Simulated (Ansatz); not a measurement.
Consider the following.

Ta:
```
CELL_PARAMETERS angstrom
      0.00000     2.10377     2.10377
      2.10377     0.00000     2.10377
      2.10377     2.10377     0.00000
ATOMIC_POSITIONS crystal
  Ta 0.00000 0.00000 0.00000
```

This is the r²SCAN-relaxed structure.

All from plane-wave PAW r²SCAN (Ansatz code), unless another level is named. Estimate the density of states at the Fermi level.

1.1 states/eV per atom (mean over ±0.08 eV).

What about the gap with spin–orbit coupling?

none (metallic).

Space group Fm-3m (fcc (Cu type)). The workflow started from a Materials Project entry (that database holds measured and hypothetical structures alike); the Crystallography Open Database files this formula in space group No. 225, but the cells were not matched. It is not the phase usual at ambient conditions (space group No. 229). The r²SCAN relaxation kept the symmetry of its start. At this level the phase is mechanically unstable. The run is not spin-polarised. Spin–orbit coupling is left out wherever it is not named.

Potentials: the earlier of the program's two PAW sets.
